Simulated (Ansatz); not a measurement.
TaO$_{2}$ (rutile, P4_2/mnm) under volume change, r²SCAN (plane waves, PAW; program Ansatz), shape and atoms relaxed at each volume.

```tsv
V (Å³/atom)	E − E(relaxed) (meV/atom)	P (GPa)
10.659	97.4	32.17
11.011	40.9	19.69
11.362	___	___
11.714	0.0	0.00
12.065	___	___
12.416	33.0	-14.26
12.768	70.5	-19.80
```

Question: What belongs in the gaps?

Answer: 
- 11.362, E − E(relaxed) (meV/atom): 9.7
- 11.362, P (GPa): 9.05
- 12.065, E − E(relaxed) (meV/atom): 8.7
- 12.065, P (GPa): -7.71

Question: What does a third-order Birch–Murnaghan fit give for V₀, B₀ and B′?

Answer: V₀ = 11.71 Å³/atom, B₀ = 278 GPa, B′ = 4.4.

The workflow started from a Materials Project entry (that database holds measured and hypothetical structures alike); the Crystallography Open Database copy checked does not list it. Whether it is the stable phase at ambient conditions was not checked. The r²SCAN relaxation kept the symmetry of its start; of distortions, only those at the zone centre were tested. The run is not spin-polarised. Scalar-relativistic: spin–orbit coupling is off unless named, which matters more the heavier the elements.

Potentials: the later of the program's two PAW sets.
